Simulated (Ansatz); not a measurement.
**Na5WNO4 — Na-23 NMR of the central transition**

Cell: a computed structure from the Materials Project (it need not be an observed phase), taken as it stands.

Space group Cmc2_1 (No. 36); a = 9.9937, b = 5.8472, c = 10.7720 Å.

| site | Wyckoff | site symmetry | x | y | z |
| --- | --- | --- | --- | --- | --- |
| Na1 | 8b | 1 | 0.3147 | 0.1508 | 0.7592 |
| Na2 | 8b | 1 | 0.1915 | 0.9846 | 0.0091 |
| Na5 | 4a | m.. | 0.5000 | 0.9286 | 0.0257 |
| W | 4a | m.. | 0.5000 | 0.7082 | 0.7478 |
| N | 4a | m.. | 0.5000 | 0.5976 | 0.2232 |
| O15 | 8b | 1 | 0.3630 | 0.8248 | 0.6314 |
| O17 | 8b | 1 | 0.3640 | 0.7801 | 0.8769 |

One atom of each set is listed; the run and its k-mesh use a cell of 22 atoms with edges of 5.79, 5.79, 10.77 Å.

Computed with Ansatz: DFT, PBE, plane waves and PAW, scalar-relativistic, 420 eV cutoff, Γ-centred 5×5×3 k-points, Fermi–Dirac smearing 0.02 eV.

Na-23 has I = 3/2 and Q = 104.0 mb (Pyykkö 2018); at 7.05 T its Larmor frequency is ν₀ = 79.4 MHz. Only the quadrupole interaction is simulated: positions count from each site's isotropic chemical shift, and shift anisotropy, dipolar and J coupling are left out.

Question: What does the Na-23 spectrum (static powder) show for each site?

Answer: 

| site | first shell | C_Q (MHz) | η | P_Q (MHz) | δ_QIS (ppm) | breadth (kHz) |
| --- | --- | --- | --- | --- | --- | --- |
| Na1 | 4 O at 2.32–2.56 Å, 1 N at 2.40 Å | 2.83 | 0.87 | 3.16 | -39.6 | 23.5 |
| Na2 | 4 O at 2.30–2.54 Å, 1 N at 3.07 Å; also 8 Na at 3.07–3.44 Å | -4.64 | 0.09 | 4.65 | -85.5 | 38.1 |
| Na5 | 4 O at 2.27–2.29 Å, 1 N at 2.88 Å; also 4 Na at 3.11–3.16 Å | 6.47 | 0.69 | 6.97 | -192 | 112 |

δ_QIS = −(ν_Q²/30ν₀²)[I(I+1) − 3/4](1 + η²/3) × 10⁶ ppm with ν_Q = 3|C_Q|/[2I(2I−1)]; it falls as 1/B₀² in ppm, and the breadth as 1/B₀ in kHz.

The largest force is 1.0 eV/Å, so the atoms aren't at the calculated equilibrium and relaxing them would move these values.

Hardware: 1 thread of Arm Neoverse V2 (aarch64; 8 cores open to the job, memory cap 2.5 GiB, no GPU), a shared host with a load of 0.3 a core. Wall time 78 s, CPU time 78 s, peak memory 0.8 GiB.
